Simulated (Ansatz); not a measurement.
Te2W in space group P6_3/mmc (No. 194; Te on 4f, W on 2c), DFT-LDA in the program Ansatz with PAW potentials, all energies at zero smearing, with the estimated change up to a 700 eV cutoff added, with one set of potentials and settings (totals compare only within such a set). Cell of 6 atoms (4 Te, 2 W): -47569.070 eV.

| element | reference phase | E (eV/atom) |
|---|---|---|
| Te | P3_121, 3 atoms in the cell | -6827.2001 |
| W | Im-3m, 1 atoms in the cell | -10129.8416 |

Formation energy per atom, worked out: (-47569.070 − 4×(-6827.2001) − 2×(-10129.8416))/6 = -0.098 eV/atom (-9 kJ per mol of atoms), at 0 K, without zero-point energy or fitted corrections.

The workflow started from a Materials Project entry (that database holds measured and hypothetical structures alike); the Crystallography Open Database copy checked does not list it. COD files the formula under space group No. 31, so this cell is another polymorph or a model. Whether it is the stable phase at ambient conditions was not checked. The cell was relaxed with LDA under the symmetry of its start; its stability against distortions is not shown here. No spin polarisation was allowed. A crystal of weakly bound layers computed without a dispersion correction: the cell and the soft elastic constants depend strongly on that. The references are the lowest solids computed at this level, not always the standard phases. Spin–orbit coupling is left out wherever it is not named.

Potentials: the later of the program's two PAW sets.
